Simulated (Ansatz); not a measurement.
All numbers below come from DFT PBE, scalar-relativistic, plane waves, PAW (Ansatz 0.2.0). Settings: cutoff 420 eV, Γ-centred meshes spaced at most about 0.3 Å⁻¹, and about 0.25 Å⁻¹ or finer for metals (2π included), Gaussian smearing. No spin polarisation in the final relaxations.

These are static total energies at zero pressure.

Two relaxed structures of CuSn₃:

A.

```
CELL_PARAMETERS angstrom
5.19506 0.00000 0.00000
-2.59753 4.49905 0.00000
0.00000 0.00000 4.98695
ATOMIC_POSITIONS crystal
Cu 0.00000 0.00000 0.50000
Sn 0.33333 0.66667 0.50000
Sn 0.66667 0.33333 0.50000
Sn 0.00000 0.00000 0.00000
```

B.

```
CELL_PARAMETERS angstrom
0.00000 3.63317 3.63317
3.63317 0.00000 3.63317
3.63317 3.63317 0.00000
ATOMIC_POSITIONS crystal
Cu 0.00000 0.00000 0.00000
Sn 0.50000 0.50000 0.50000
Sn 0.25000 0.25000 0.25000
Sn 0.75000 0.75000 0.75000
```

Question: Which would you expect to be lower, and how large is the difference?

Answer: B is lower, by 107 meV/atom. A has space group P6/mmm (No. 191), 29.1 Å³/atom and no gap on its mesh; B has the BiF3 (D0_3) type, space group Fm-3m (No. 225), 24.0 Å³/atom and no gap. Counting all near atoms (those within 1.25 times the shortest distance at each site; a plus sign parts nearer from farther groups; a slash parts the counts of unlike sites), A has Cu 2+6, Sn 2/6 and B has Cu 8+6, Sn 8+6. The denser one is the lower, and pressure would at first widen the difference. Even the lower one lies +0.26 eV/atom against the reference forms of the elements (uncorrected), so neither is stable at this level. In A, around Cu lie 2 Sn at 2.49 Å and 6 Sn at 3.00 Å; around Sn on a site of symmetry -6m2 lie 3 Cu at 3.00 Å and 3 Sn at 3.00 Å; Sn on a site of symmetry 6/mmm has 2 Cu at 2.49 Å. In B, Cu is surrounded by 8 Sn at 3.15 Å and 6 Sn at 3.63 Å; around Sn on a site of symmetry m-3m lie 8 Sn at 3.15 Å and 6 Cu at 3.63 Å; Sn on a site of symmetry -43m has 4 Cu at 3.15 Å, 4 Sn at 3.15 Å and 6 Sn at 3.63 Å. Both come from invented guesses. A third cell relaxed alike, in I4/mmm (a Materials Project cell), lies 31 meV/atom below the lower of the two.

Cells relaxed within their symmetry can be saddle points.
